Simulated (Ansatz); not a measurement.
**Structures of Hg$_{2}$Ru: which is lowest?**

Plane-wave DFT in Ansatz with scalar-relativistic PAW potentials, cutoff 420 eV, Γ-centred meshes chosen by cell and gap, Gaussian smearing with energies taken to zero width. Every cell was relaxed (cell and atoms) in a run of its own, within the symmetry of its start. Functional: PBE.

Relaxed structures (starts from databases or built by putting these elements on another compound's sites):
A. I4/mmm, 3 atoms in the computed cell, a = 3.061 Å, c = 12.285 Å; sites (symmetry × multiplicity) Hg 4mm × 4, Ru 4/mmm × 2; start: built
B. Fd-3m, 6 atoms in the computed cell, a = 7.806 Å; sites (symmetry × multiplicity) Hg .-3m × 16, Ru -43m × 8; start: built

Rank them by energy. Could pressure change the order?

| structure | group | E − E(lowest) (meV/atom) | V (Å³/atom) | gap on mesh (eV) |
| --- | --- | --- | --- | --- |
| A | I4/mmm | 0.0 | 19.19 | 0.00 |
| B | Fd-3m | 499 | 19.82 | 0.00 |

A is lowest, 499 meV/atom under B. The lowest is also the densest of these, so pressure wouldn't bring one of the others in at first order. Other structures may lie lower than all of these, and vibrations aren't counted.

Spin-orbit coupling is left out, which matters for the bands of heavy elements.